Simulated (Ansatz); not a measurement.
MgFBr (Janus 1T monolayer) was relaxed with 5 functionals in the PAW code Ansatz, cell and atoms free, the symmetry of the start kept (meshes: PBE 12×12×1, r2SCAN 12×12×1, PBEsol 12×12×1, LDA 12×12×1, HSE06 6×6×1). Values at 0 K without nuclear motion; spin polarisation is off, and the phase may be a hypothetical one.

The PBE result:
```
Mg F Br
1.0
     3.51301    0.00000    0.00000
    -1.75650    3.04235    0.00000
     0.00000    0.00000   28.98756
Mg F Br
1 1 1
Cartesian
  0.0000 0.0000 9.2688
  0.0000 2.0282 10.1005
  1.7565 1.0141 7.6307
```
Periodic in the plane only; c spans the vacuum.

In-plane lattice: a = 3.513 Å, b = 3.513 Å, γ = 120.0°; thickness between the outer nuclei 2.47 Å. Mg is surrounded by 3 F at 2.19 Å and 3 Br at 2.61 Å; F is surrounded by 3 Mg at 2.19 Å; Br is surrounded by 3 Mg at 2.61 Å.

Q: How does the cell change with HSE06?

A: a = 3.482 Å; the area differs by -1.7 % from PBE's. Mg is surrounded by 3 F at 2.17 Å and 3 Br at 2.58 Å; F is surrounded by 3 Mg at 2.17 Å; Br is surrounded by 3 Mg at 2.58 Å.

Q: How does the cell change with LDA?

A: a = 3.415 Å; the area differs by -5.5 % from PBE's. Mg is surrounded by 3 F at 2.13 Å and 3 Br at 2.55 Å; F is surrounded by 3 Mg at 2.13 Å; Br is surrounded by 3 Mg at 2.55 Å.

Q: Held at the r2SCAN cell, what mean stress do LDA and PBE find, and does its sign point to their own minimum?

A: Yes. LDA -1.70 N/m, and its relaxed area is -3.9 % from r2SCAN's; PBE +0.88 N/m, and its relaxed area is +1.7 % from r2SCAN's. Compression counts positive, so a positive stress asks for a larger cell.
